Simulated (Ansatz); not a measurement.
With DFT-PBE in the program Ansatz with PAW potentials, Ca3Zr2S7 in the orthorhombic phase (Cmc2_1; Pearson symbol oS48) relaxes to a = 23.534 Å, b = 6.680 Å, c = 7.150 Å. Zr has 6 nearest neighbours from 2.50 Å (octahedral). Against the elements it lies at -1821 meV/atom, with no fitted shifts.

It is gapped at this level: 1.42 eV (smallest direct gap 1.42 eV). The electron mass is 0.30, 0.92, 3.7 mₑ (principal values). The hole mass is 0.40, 1.1, 5.8 mₑ (principal values).

The start of the workflow was typed in or built on a structure type; neither database checked (COD, Materials Project) lists it. Whether it is the stable phase at ambient conditions was not checked. The PBE relaxation kept the symmetry of its start; its stability against distortions is not shown here. No spin polarisation was allowed. The references are the lowest solids computed at this level, not always the standard phases. Spin–orbit coupling is left out wherever it is not named.

Potentials: the later of the program's two PAW sets.
